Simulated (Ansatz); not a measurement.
HfC (rock salt)

```yaml
crystal:
  lattice:
    - [0.00000, 4.65154, 4.65154]
    - [2.32577, 0.00000, 2.32577]
    - [2.32577, 2.32577, 0.00000]
  atoms:
    - { symbol: C, position: [0.00000, 0.00000, 0.00000] }
    - { symbol: C, position: [0.50000, 0.00000, 0.00000] }
    - { symbol: Hf, position: [0.25000, 0.50000, 0.50000] }
    - { symbol: Hf, position: [0.75000, 0.50000, 0.50000] }
```

A phonon eigenvector at L = (0.5, 0.0, 0.0) is frozen into this cell: atom i moves by Q times the vector below, so Q is the largest atomic displacement, in Å. The cell is held. It is one choice among 2 degenerate patterns. (q is in reciprocal vectors of the primitive cell; the cell shown is doubled to hold the pattern.)

```
atom       x       y       z
----  ------  ------  ------
Hf3   -0.285   0.520  -0.805
Hf4    0.285  -0.520   0.805
```

Atoms not listed stay in place.

Level of theory: PBE (plane waves to 420 eV, PAW, scalar-relativistic; Ansatz, a quantum-chemistry and plane-wave program). k mesh 17×17×17 (Γ-centred), Fermi-Dirac smearing 0.05 eV. E stands for the smeared free energy. With partly filled bands, energies and forces of such displacements shift with the k mesh and the smearing. HfC is run without spin polarisation. HfC was relaxed with its symmetry unable to fall. Spin-orbit coupling is left out, though Hf is heavy. The zero of ΔE is the undisplaced structure. The last digit holds for this mesh only.

```json
[
 {"Q (Å)": "-0.2800", "ΔE (meV/cell)": "882.9"},
 {"Q (Å)": "-0.2333", "ΔE (meV/cell)": "610.3"},
 {"Q (Å)": "-0.1867", "ΔE (meV/cell)": "389.4"},
 {"Q (Å)": "-0.1400", "ΔE (meV/cell)": "218.6"},
 {"Q (Å)": "-0.0933", "ΔE (meV/cell)": "withheld"},
 {"Q (Å)": "-0.0467", "ΔE (meV/cell)": "24.2"},
 {"Q (Å)": "0.0000", "ΔE (meV/cell)": "0.0"},
 {"Q (Å)": "0.0467", "ΔE (meV/cell)": "24.2"},
 {"Q (Å)": "0.0933", "ΔE (meV/cell)": "withheld"},
 {"Q (Å)": "0.1400", "ΔE (meV/cell)": "218.6"},
 {"Q (Å)": "0.1867", "ΔE (meV/cell)": "389.4"},
 {"Q (Å)": "0.2333", "ΔE (meV/cell)": "610.3"},
 {"Q (Å)": "0.2800", "ΔE (meV/cell)": "882.9"}
]
```

Task: Fit an even polynomial form (powers 2, 4) to the given rows and predict ΔE at Q = -0.0933.

Result: Least squares on the 11 given rows: ΔE = (11100)·Q² + (1993)·Q⁴, in meV/cell with Q in Å; root-mean-square residual 0.23 meV/cell. At -0.0933 the fit gives 96.8 meV/cell; the calculation gives 97.0 meV/cell, so the interpolation is off by -0.2 (-0.2 %). The quadratic term alone would give 96.6 meV/cell.

(A displaced cell: forces are minus the slopes of the energy, force constants its curvatures, and phonons follow from these.)
